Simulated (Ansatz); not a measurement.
Li3CaPCO7 — ¹⁷O NMR of the central transition

Cell: a Materials Project structure (computed, not necessarily an observed phase), taken as it stands.

```cif
data_Li3CaPCO7
_symmetry_space_group_name_H-M 'P2_1/m'
_symmetry_Int_Tables_number 11
_cell_length_a 4.9277
_cell_length_b 6.9534
_cell_length_c 8.9213
_cell_angle_alpha 90.000
_cell_angle_beta 94.091
_cell_angle_gamma 90.000
loop_
_atom_site_label
_atom_site_type_symbol
_atom_site_symmetry_multiplicity
_atom_site_Wyckoff_symbol
_atom_site_fract_x
_atom_site_fract_y
_atom_site_fract_z
Li1 Li 2 e 0.7444 0.7500 0.9220
Li2 Li 4 f 0.2320 0.9504 0.7378
Ca Ca 2 e 0.7621 0.2500 0.6507
P P 2 e 0.7127 0.7500 0.5997
C C 2 e 0.7160 0.2500 0.9635
O13 O 2 e 0.9620 0.2500 0.9219
O14 O 2 e 0.3316 0.7500 0.8936
O15 O 2 e 0.5090 0.2500 0.8650
O16 O 4 f 0.8306 0.9278 0.6878
O18 O 2 e 0.3954 0.7500 0.6013
O19 O 2 e 0.2237 0.2500 0.5695
```

One atom of each set is listed.

The numbers come from a DFT calculation in Ansatz (PBE, plane waves and PAW, scalar-relativistic, 420 eV cutoff, Γ-centred 4×3×3 k-points, Fermi–Dirac smearing 0.02 eV).

¹⁷O has I = 5/2 and Q = -25.58 mb (Pyykkö 2018); at 28.2 T its Larmor frequency is ν₀ = 162.8 MHz. Only the quadrupole interaction is simulated: positions count from each site's isotropic chemical shift, and J coupling is left out, as are shift anisotropy and dipolar coupling, which fast spinning averages.

(1) What does the ¹⁷O spectrum (fast magic-angle spinning) show for each site?

Results:

(1) 

```csv
site,first shell,C_Q (MHz),η,P_Q (MHz),δ_QIS (ppm),breadth (kHz)
O13,"1 C at 1.29 Å, 1 Li at 1.94 Å, angle 117°; also 1 Ca at 2.55 Å, 2 Li at 3.02 Å",-6.81,0.92,7.71,-13.4,4.87
O14,"1 C at 1.31 Å, 3 Li at 2.00–2.03 Å; also 1 Li at 2.92 Å",-7.34,0.81,8.11,-14.9,5.48
O15,"1 C at 1.30 Å; also 3 Li at 2.35–2.70 Å, 1 Ca at 2.36 Å",7.05,0.97,8.09,-14.8,5.30
O16,"1 P at 1.56 Å, 1 Li at 2.00 Å; also 1 Ca at 2.29 Å, 3 Li at 2.49–3.30 Å",-5.19,0.12,5.20,-6.11,2.21
O18,"1 P at 1.56 Å, 2 Li at 2.05 Å; also 1 Ca at 2.33 Å, 1 Li at 3.23 Å",-5.19,0.22,5.23,-6.18,2.28
O19,"1 P at 1.56 Å; also 2 Ca at 2.44–2.70 Å, 2 Li at 2.57 Å",-5.21,0.01,5.21,-6.15,2.15
```

δ_QIS = −(ν_Q²/30ν₀²)[I(I+1) − 3/4](1 + η²/3) × 10⁶ ppm with ν_Q = 3|C_Q|/[2I(2I−1)]; it falls as 1/B₀² in ppm, and the breadth as 1/B₀ in kHz.

At O16 V_zz points along the shorter of its two bonds, to P (within 4°). At O18 V_zz points along its shortest bond, to P (within 1°). At O19 V_zz points along its bond to P (within 3°).

The largest force is 0.4 eV/Å, so the atoms aren't at the calculated equilibrium and relaxing them would move these values.
